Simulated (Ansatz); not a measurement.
# Calculated with Ansatz: Rb2Sb2Au, relaxation

Input:

```yaml
crystal:
  lattice:
    - [0.0, 0.0, 7.182843]
    - [7.293067, -3.711244, 3.591422]
    - [7.293067, 3.711244, -3.591422]
  atoms:
    - { symbol: Rb, position: [0.29777, 0.06494, 0.66048] }
    - { symbol: Rb, position: [0.70223, 0.93506, 0.33952] }
    - { symbol: Rb, position: [0.20223, 0.66048, 0.06494] }
    - { symbol: Rb, position: [0.79777, 0.33952, 0.93506] }
    - { symbol: Sb, position: [0.29336, 0.81765, 0.40437] }
    - { symbol: Sb, position: [0.70664, 0.18235, 0.59563] }
    - { symbol: Sb, position: [0.20664, 0.40437, 0.81765] }
    - { symbol: Sb, position: [0.79336, 0.59563, 0.18235] }
    - { symbol: Au, position: [0.25, 0.5, 0.5] }
    - { symbol: Au, position: [0.75, 0.5, 0.5] }
  symmetry: { tolerance: 0.0003 }
kpoints:
  mp_grid: { grid: [4, 4, 4], shift: [0, 0, 0] }
magnetization:
  spin_polarized: false
scf:
  occupations: { method: fermi_dirac }
  lower_state_search: "off"
hamiltonian:
  pseudopotentials: { kind: paw }
  xc: pbe
basis:
  ecutwfc: 420
  fft_grid_basis: typed
relax:
  max_steps: 60
  cell: { p_target: 0.0 }
  f_tol: 0.03
output:
  forces: true
  stress: true
  eigenvalues: true
  bader: true
  populations: true
  elf: true
  write_potential: true
  volumetric_format: npy
  dos:
    e_range: [-12, 8]
    de: 0.05
    projected: { site_lists: { Au: [Au], Rb: [Rb], Sb: [Sb] } }
  write_density: true
checkpoint:
  read: saved_state
```

Run with:

```bash
ansatz run input.yaml --threads 2 --pin off --max-ram 3584MiB --backend cpu --events-out ev --progress --plain --runs-dir out
```

Origin of the cell: a known structure type with other elements, at an estimated volume, so it need not be a known compound.

The smearing width isn't typed, so it takes its default of 0.1 eV.

The saved state is a converged single point of the same cell.

Steps («new basis» is an SCF on plane waves selected anew at the same cell):

```json
{"step": "1", "ΔF (meV/atom)": "0.0", "max force component (eV/Å)": "0.881", "P (GPa)": "0.24", "volume (Å³)": "388.83", "SCF iterations": "6", "step was": "accepted"}
{"step": "2", "ΔF (meV/atom)": "-80.7", "max force component (eV/Å)": "0.282", "P (GPa)": "0.79", "volume (Å³)": "398.19", "SCF iterations": "7", "step was": "accepted"}
{"step": "3", "ΔF (meV/atom)": "-101.4", "max force component (eV/Å)": "0.169", "P (GPa)": "0.44", "volume (Å³)": "422.01", "SCF iterations": "7", "step was": "accepted"}
{"step": "4", "ΔF (meV/atom)": "-104.2", "max force component (eV/Å)": "0.071", "P (GPa)": "-0.16", "volume (Å³)": "429.40", "SCF iterations": "6", "step was": "accepted"}
{"step": "5", "ΔF (meV/atom)": "-105.4", "max force component (eV/Å)": "0.041", "P (GPa)": "-0.06", "volume (Å³)": "428.42", "SCF iterations": "6", "step was": "accepted"}
{"step": "6", "ΔF (meV/atom)": "-106.2", "max force component (eV/Å)": "0.047", "P (GPa)": "-0.08", "volume (Å³)": "430.73", "SCF iterations": "6", "step was": "accepted"}
{"step": "7", "ΔF (meV/atom)": "-112.8", "max force component (eV/Å)": "0.135", "P (GPa)": "-0.07", "volume (Å³)": "438.64", "SCF iterations": "7", "step was": "accepted"}
{"step": "8", "ΔF (meV/atom)": "-125.2", "max force component (eV/Å)": "0.206", "P (GPa)": "-0.10", "volume (Å³)": "446.34", "SCF iterations": "6", "step was": "accepted"}
{"step": "9", "ΔF (meV/atom)": "-134.8", "max force component (eV/Å)": "0.104", "P (GPa)": "-0.26", "volume (Å³)": "452.96", "SCF iterations": "6", "step was": "accepted"}
{"step": "10", "ΔF (meV/atom)": "-133.9", "max force component (eV/Å)": "0.204", "P (GPa)": "0.58", "volume (Å³)": "444.39", "SCF iterations": "7", "step was": "rejected"}
{"step": "11", "ΔF (meV/atom)": "-138.1", "max force component (eV/Å)": "0.038", "P (GPa)": "-0.21", "volume (Å³)": "454.37", "SCF iterations": "10", "step was": "accepted"}
{"step": "12", "ΔF (meV/atom)": "-134.2", "max force component (eV/Å)": "0.325", "P (GPa)": "-0.22", "volume (Å³)": "445.77", "SCF iterations": "7", "step was": "rejected"}
{"step": "13", "ΔF (meV/atom)": "-138.6", "max force component (eV/Å)": "0.002", "P (GPa)": "0.01", "volume (Å³)": "449.02", "SCF iterations": "9", "step was": "accepted"}
{"step": "14", "ΔF (meV/atom)": "-147.3", "max force component (eV/Å)": "0.003", "P (GPa)": "0.34", "volume (Å³)": "449.02", "SCF iterations": "8", "step was": "new basis"}
{"step": "15", "ΔF (meV/atom)": "-149.3", "max force component (eV/Å)": "0.005", "P (GPa)": "0.18", "volume (Å³)": "453.31", "SCF iterations": "5", "step was": "accepted"}
{"step": "16", "ΔF (meV/atom)": "-150.3", "max force component (eV/Å)": "0.013", "P (GPa)": "0.02", "volume (Å³)": "458.07", "SCF iterations": "6", "step was": "accepted"}
{"step": "17", "ΔF (meV/atom)": "-150.4", "max force component (eV/Å)": "0.013", "P (GPa)": "0.01", "volume (Å³)": "458.07", "SCF iterations": "7", "step was": "new basis"}
```

Step 1, with forces in eV/Å:

```xyz
10
Lattice="0.000 0.000 7.183 7.293 -3.711 3.591 7.293 3.711 -3.591" Properties=species:S:1:pos:R:3:forces:R:3 pbc="T T T" step=1
Rb    5.291    2.210    0.000   -0.230    0.284    0.000
Rb    9.296   -2.210    7.183    0.230   -0.284    0.000
Rb    5.291   -2.210    3.591   -0.230   -0.284    0.000
Rb    9.296    2.210    3.591    0.230    0.284    0.000
Sb    8.912   -1.534    3.591   -0.812    0.881    0.000
Sb    5.674    1.534    3.591    0.812   -0.881    0.000
Sb    8.912    1.534    0.000   -0.812   -0.881    0.000
Sb    5.674   -1.534    7.183    0.812    0.881    0.000
Au    7.293    0.000    1.796    0.000    0.000    0.000
Au    7.293    0.000    5.387    0.000    0.000    0.000
```

Step 2, with forces in eV/Å:

```xyz
10
Lattice="0.000 0.000 7.218 7.364 -3.746 3.609 7.364 3.746 -3.609" Properties=species:S:1:pos:R:3:forces:R:3 pbc="T T T" step=2
Rb    5.284    2.328    0.000   -0.138    0.202    0.000
Rb    9.443   -2.328    7.218    0.138   -0.202    0.000
Rb    5.284   -2.328    3.609   -0.138   -0.202    0.000
Rb    9.443    2.328    3.609    0.138    0.202    0.000
Sb    8.875   -1.393    3.609   -0.211    0.282    0.000
Sb    5.852    1.393    3.609    0.211   -0.282    0.000
Sb    8.875    1.393    0.000   -0.211   -0.282    0.000
Sb    5.852   -1.393    7.218    0.211    0.282    0.000
Au    7.364    0.000    1.804    0.000    0.000    0.000
Au    7.364    0.000    5.413    0.000    0.000    0.000
```

Step 3, with forces in eV/Å:

```xyz
10
Lattice="0.000 0.000 7.391 7.471 -3.821 3.696 7.471 3.821 -3.696" Properties=species:S:1:pos:R:3:forces:R:3 pbc="T T T" step=3
Rb    5.326    2.508    0.000    0.029    0.004    0.000
Rb    9.617   -2.508    7.391   -0.029   -0.004    0.000
Rb    5.326   -2.508    3.696    0.029   -0.004    0.000
Rb    9.617    2.508    3.696   -0.029    0.004    0.000
Sb    8.943   -1.282    3.696    0.169   -0.101    0.000
Sb    6.000    1.282    3.696   -0.169    0.101    0.000
Sb    8.943    1.282    0.000    0.169    0.101    0.000
Sb    6.000   -1.282    7.391   -0.169   -0.101    0.000
Au    7.471    0.000    1.848    0.000    0.000    0.000
Au    7.471    0.000    5.543    0.000    0.000    0.000
```

Step 4, with forces in eV/Å:

```xyz
10
Lattice="0.000 0.000 7.506 7.463 -3.833 3.753 7.463 3.833 -3.753" Properties=species:S:1:pos:R:3:forces:R:3 pbc="T T T" step=4
Rb    5.354    2.533    0.000    0.022   -0.013    0.000
Rb    9.573   -2.533    7.506   -0.022    0.013    0.000
Rb    5.354   -2.533    3.753    0.022    0.013    0.000
Rb    9.573    2.533    3.753   -0.022   -0.013    0.000
Sb    8.964   -1.268    3.753   -0.034    0.071    0.000
Sb    5.963    1.268    3.753    0.034   -0.071    0.000
Sb    8.964    1.268    0.000   -0.034   -0.071    0.000
Sb    5.963   -1.268    7.506    0.034    0.071    0.000
Au    7.463    0.000    1.877    0.000    0.000    0.000
Au    7.463    0.000    5.630    0.000    0.000    0.000
```

Step 5, with forces in eV/Å:

```xyz
10
Lattice="0.000 0.000 7.553 7.408 -3.828 3.777 7.408 3.828 -3.777" Properties=species:S:1:pos:R:3:forces:R:3 pbc="T T T" step=5
Rb    5.361    2.571    0.000   -0.009   -0.020    0.000
Rb    9.455   -2.571    7.553    0.009    0.020    0.000
Rb    5.361   -2.571    3.777   -0.009    0.020    0.000
Rb    9.455    2.571    3.777    0.009   -0.020    0.000
Sb    8.932   -1.217    3.777   -0.018    0.041    0.000
Sb    5.885    1.217    3.777    0.018   -0.041    0.000
Sb    8.932    1.217    0.000   -0.018   -0.041    0.000
Sb    5.885   -1.217    7.553    0.018    0.041    0.000
Au    7.408    0.000    1.888    0.000    0.000    0.000
Au    7.408    0.000    5.665    0.000    0.000    0.000
```

Step 6, with forces in eV/Å:

```xyz
10
Lattice="0.000 0.000 7.643 7.379 -3.819 3.821 7.379 3.819 -3.821" Properties=species:S:1:pos:R:3:forces:R:3 pbc="T T T" step=6
Rb    5.338    2.567    0.000   -0.004   -0.011    0.000
Rb    9.420   -2.567    7.643    0.004    0.011    0.000
Rb    5.338   -2.567    3.821   -0.004    0.011    0.000
Rb    9.420    2.567    3.821    0.004   -0.011    0.000
Sb    8.891   -1.199    3.821   -0.036    0.047    0.000
Sb    5.867    1.199    3.821    0.036   -0.047    0.000
Sb    8.891    1.199    0.000   -0.036   -0.047    0.000
Sb    5.867   -1.199    7.643    0.036    0.047    0.000
Au    7.379    0.000    1.911    0.000    0.000    0.000
Au    7.379    0.000    5.732    0.000    0.000    0.000
```

Step 8, with forces in eV/Å:

```xyz
10
Lattice="0.000 0.000 8.347 7.162 -3.733 4.173 7.162 3.733 -4.173" Properties=species:S:1:pos:R:3:forces:R:3 pbc="T T T" step=8
Rb    5.182    2.564    0.000   -0.036    0.050    0.000
Rb    9.143   -2.564    8.347    0.036   -0.050    0.000
Rb    5.182   -2.564    4.173   -0.036   -0.050    0.000
Rb    9.143    2.564    4.173    0.036    0.050    0.000
Sb    8.544   -1.054    4.173   -0.145    0.206    0.000
Sb    5.780    1.054    4.173    0.145   -0.206    0.000
Sb    8.544    1.054    0.000   -0.145   -0.206    0.000
Sb    5.780   -1.054    8.347    0.145    0.206    0.000
Au    7.162    0.000    2.087    0.000    0.000    0.000
Au    7.162    0.000    6.260    0.000    0.000    0.000
```

Step 9, with forces in eV/Å:

```xyz
10
Lattice="0.000 0.000 8.697 7.056 -3.691 4.348 7.056 3.691 -4.348" Properties=species:S:1:pos:R:3:forces:R:3 pbc="T T T" step=9
Rb    5.101    2.588    0.000   -0.052    0.104    0.000
Rb    9.010   -2.588    8.697    0.052   -0.104    0.000
Rb    5.101   -2.588    4.348   -0.052   -0.104    0.000
Rb    9.010    2.588    4.348    0.052    0.104    0.000
Sb    8.382   -0.955    4.348   -0.039    0.094    0.000
Sb    5.730    0.955    4.348    0.039   -0.094    0.000
Sb    8.382    0.955    0.000   -0.039   -0.094    0.000
Sb    5.730   -0.955    8.697    0.039    0.094    0.000
Au    7.056    0.000    2.174    0.000    0.000    0.000
Au    7.056    0.000    6.523    0.000    0.000    0.000
```

Step 11, with forces in eV/Å:

```xyz
10
Lattice="0.000 0.000 8.646 7.086 -3.708 4.323 7.086 3.708 -4.323" Properties=species:S:1:pos:R:3:forces:R:3 pbc="T T T" step=11
Rb    5.134    2.695    0.000   -0.010   -0.013    0.000
Rb    9.038   -2.695    8.646    0.010    0.013    0.000
Rb    5.134   -2.695    4.323   -0.010    0.013    0.000
Rb    9.038    2.695    4.323    0.010   -0.013    0.000
Sb    8.443   -0.901    4.323   -0.009    0.038    0.000
Sb    5.728    0.901    4.323    0.009   -0.038    0.000
Sb    8.443    0.901    0.000   -0.009   -0.038    0.000
Sb    5.728   -0.901    8.646    0.009    0.038    0.000
Au    7.086    0.000    2.162    0.000    0.000    0.000
Au    7.086    0.000    6.485    0.000    0.000    0.000
```

Step 14, with forces in eV/Å:

```xyz
10
Lattice="0.000 0.000 8.636 7.060 -3.682 4.318 7.060 3.682 -4.318" Properties=species:S:1:pos:R:3:forces:R:3 pbc="T T T" step=14
Rb    5.109    2.685    0.000    0.000    0.002    0.000
Rb    9.012   -2.685    8.636    0.000   -0.002    0.000
Rb    5.109   -2.685    4.318    0.000   -0.002    0.000
Rb    9.012    2.685    4.318    0.000    0.002    0.000
Sb    8.423   -0.886    4.318   -0.003    0.001    0.000
Sb    5.698    0.886    4.318    0.003   -0.001    0.000
Sb    8.423    0.886    0.000   -0.003   -0.001    0.000
Sb    5.698   -0.886    8.636    0.003    0.001    0.000
Au    7.060    0.000    2.159    0.000    0.000    0.000
Au    7.060    0.000    6.477    0.000    0.000    0.000
```

Step 15, with forces in eV/Å:

```xyz
10
Lattice="0.000 0.000 8.726 7.053 -3.683 4.363 7.053 3.683 -4.363" Properties=species:S:1:pos:R:3:forces:R:3 pbc="T T T" step=15
Rb    5.098    2.692    0.000    0.003    0.005    0.000
Rb    9.007   -2.692    8.726   -0.003   -0.005    0.000
Rb    5.098   -2.692    4.363    0.003   -0.005    0.000
Rb    9.007    2.692    4.363   -0.003    0.005    0.000
Sb    8.404   -0.876    4.363   -0.002    0.001    0.000
Sb    5.702    0.876    4.363    0.002   -0.001    0.000
Sb    8.404    0.876    0.000   -0.002   -0.001    0.000
Sb    5.702   -0.876    8.726    0.002    0.001    0.000
Au    7.053    0.000    2.181    0.000    0.000    0.000
Au    7.053    0.000    6.544    0.000    0.000    0.000
```

Step 17, with forces in eV/Å:

```xyz
10
Lattice="0.000 0.000 8.844 7.035 -3.681 4.422 7.035 3.681 -4.422" Properties=species:S:1:pos:R:3:forces:R:3 pbc="T T T" step=17
Rb    5.084    2.709    0.000    0.001    0.002    0.000
Rb    8.986   -2.709    8.844   -0.001   -0.002    0.000
Rb    5.084   -2.709    4.422    0.001   -0.002    0.000
Rb    8.986    2.709    4.422   -0.001    0.002    0.000
Sb    8.374   -0.857    4.422    0.013   -0.009    0.000
Sb    5.696    0.857    4.422   -0.013    0.009    0.000
Sb    8.374    0.857    0.000    0.013    0.009    0.000
Sb    5.696   -0.857    8.844   -0.013   -0.009    0.000
Au    7.035    0.000    2.211    0.000    0.000    0.000
Au    7.035    0.000    6.633    0.000    0.000    0.000
```

```yaml
Free_energy_lowered_by: 150.4 meV/atom
Volume_change: 17.81 %
Final_pressure: 0.01 GPa
Relaxation_steps_listed: 17
Gap_on_the_mesh: none (metal)
```

Caveats: no dispersion correction, so spacings can come out too large where layers or molecules are weakly bound; no spin-orbit coupling, though heavy elements are present; the k mesh is coarse if the cell is a metal; the relaxation held the start's symmetry, so the end may be a saddle point.

It ran for 6.5 min on 2 threads of Arm Neoverse V2, with other jobs on the host, peak memory 1.1 GiB, from a saved density.
